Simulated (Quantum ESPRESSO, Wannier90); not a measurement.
# SnO2 (Pnnm): Wannier90 run

```
begin unit_cell_cart
ang
    4.7880000000    0.0000000000    0.0000000000
    0.0000000000    4.8665800000    0.0000000000
    0.0000000000    0.0000000000    3.2409000000
end unit_cell_cart
begin atoms_frac
Sn   0.5000000000  0.5000000000  0.5000000000
Sn   0.0000000000  0.0000000000  0.0000000000
O    0.2918500000  0.3210400000  0.0000000000
O   -0.2918500000 -0.3210400000  0.0000000000
O   -0.2081500000  0.1789600000  0.5000000000
O    0.2081500000 -0.1789600000  0.5000000000
end atoms_frac
```

Structure: Materials Project mp-550172, symmetrised, not relaxed again. Not found in the COD (Crystallography Open Database) copy used, which has the formula in other groups; not checked further. Method: LDA plane waves in Quantum ESPRESSO 7.5 (PseudoDojo norm-conserving files, 68 Ry, no spin polarisation, no spin-orbit coupling), Bloch states on a 6×6×10 mesh through Γ, Wannier90 4.0.1. Density: 6×6×10 mesh, Gaussian smearing 0.01 Ry. Spin-orbit coupling is left out although heavy elements are present.

Bands 15-26 form an isolated set from -8.01 to 0.00 eV relative to the valence-band maximum (on the path) and are turned into 12 Wannier functions by minimising the spread from the start: atomic waves O 2p.

Question: Where do the functions sit, how wide are they and what are they made of?

Answer: 
```
functions  spread (Å²)  nearest atom, distance (Å)  second atom, distance (Å)           weight on atomic waves
---------  -----------  --------------------------  -------------------------  -------------------------------
4                 1.29                      O 0.14                    Sn 2.01  O 2p 79 %, Sn 5p 9 %, Sn 5s 8 %
8                 1.17                      O 0.04                    Sn 2.06             O 2p 85 %, Sn 5p 7 %
```

Ω_I = 14.09 Å², Ω_total = 14.49 Å²; the interpolated bands follow pw.x to 1.8 meV rms on the path. Only this start was tried; a symmetric start can stop on a saddle, and mixtures of these functions could lower the total by at most Ω_total − Ω_I.
